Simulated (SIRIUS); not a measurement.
A self-consistent single point of a model cell of Cs₂YInCl₆ (Fm-3m, 10 atoms in the cell; prototype structure).

```
CELL_PARAMETERS angstrom
      0.00000     5.40892     5.40892
      5.40892     0.00000     5.40892
      5.40892     5.40892     0.00000
ATOMIC_POSITIONS crystal
  Cs 0.25000 0.25000 0.25000
  Cs 0.75000 0.75000 0.75000
  In 0.50000 0.50000 0.50000
  Y  0.00000 0.00000 0.00000
  Cl 0.74910 0.25090 0.25090
  Cl 0.25090 0.74910 0.74910
  Cl 0.25090 0.74910 0.25090
  Cl 0.74910 0.25090 0.74910
  Cl 0.25090 0.25090 0.74910
  Cl 0.74910 0.74910 0.25090
```

Level of theory: Wu-Cohen GGA, GBRV PBE ultrasoft pseudopotentials (plane waves; SIRIUS).

SIRIUS settings:

* **parameters.ngridk**: 4 4 4
* **parameters.xc_functionals**: [XC_GGA_X_WC, XC_GGA_C_PBE]
* **parameters.gk_cutoff**: 6.325 1/bohr
* **parameters.pw_cutoff**: 14.143 1/bohr
* **parameters.smearing**: fermi_dirac
* **parameters.smearing_width**: 0.00367493 Ha
* **potentials**: GBRV PBE ultrasoft pseudopotentials
* **parameters.electronic_structure_method**: pseudopotential
* **parameters.num_bands**: 50
* **parameters.num_mag_dims**: 0
* **parameters.num_dft_iter**: 100
* **parameters.energy_tol**: 1e-07 Ha
* **parameters.density_tol**: 1e-06
* **mixer.type**: anderson
* **mixer.beta**: 0.7
* **mixer.use_hartree**: false

Problem. Estimate, at this level of theory: gap on the k-point mesh, pressure and largest force (vector length).

Solution. The run gave:

```
Item                               Result
-----------------------------  ----------
Gap on the k-point mesh           1.35 eV
Pressure                         1.29 GPa
Largest force (vector length)  1.608 eV/Å
```

The gap is read on the k-point mesh of the run and can differ from the gap over the whole zone at this level.

For comparison: a first run (DFT, PBEsol, plane waves, GBRV PBEsol ultrasoft pseudopotentials) was changed to give this one (parameters.xc_functionals: [XC_GGA_X_PBE_SOL, XC_GGA_C_PBE_SOL] → [XC_GGA_X_WC, XC_GGA_C_PBE]; pseudopotentials: GBRV PBEsol ultrasoft pseudopotentials → GBRV PBE ultrasoft pseudopotentials), and from it to this one the pressure goes from 1.15 to 1.29 GPa, the largest force hardly changes (1.606 to 1.608 eV/Å) and the gap on the mesh goes from 1.338 to 1.353 eV.

Lattice and positions were typed or generated, without prior relaxation. Forces above 1 eV/Å remain at this geometry. The potentials were made for another functional than the one used.

Cost on one core: roughly 5 core-minutes.
